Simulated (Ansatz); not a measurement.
Bi₂Se₃ in space group R-3m (No. 166; Bi on 6c, Se on 3a, Se on 6c), plane-wave PAW r²SCAN+D4 (Ansatz code). The conduction-band minimum lies at Γ, with 1 equivalent valley. Second derivatives d²E/dk² of the lowest band at one valley (eV·Å²), along Cartesian directions:

| direction | d²E/dk² |
|---|---|
| [100] | 66.97 |
| [010] | 66.97 |
| [001] | 13.57 |
| [110] | 66.97 |
| [101] | 40.27 |
| [011] | 40.23 |

Task: Find the principal effective masses, the density-of-states mass and the conductivity mass.

Result: Off-diagonal terms follow from H_xy = H[110] − (H_xx + H_yy)/2, and m*/mₑ = 7.620 eV·Å² over each eigenvalue: 0.11, 0.11, 0.56. One valley's DOS mass (m₁m₂m₃)^(1/3) = 0.19, conductivity mass 3/(Σ 1/mᵢ) = 0.15 mₑ.

Task: What effective density of states Nc follows at 300 K for parabolic valleys?

Result: Nc = 2.509e19 × 1 × (0.19)^(3/2) ≈ 2.1e18 cm⁻³.

Symmetry was held in the r²SCAN+D4 relaxation. Scalar-relativistic: spin–orbit coupling is off unless named, which matters more the heavier the elements.

Potentials: the later of the program's two PAW sets.

Edges and masses are those of Kohn–Sham bands, whose gap is no quasiparticle gap.
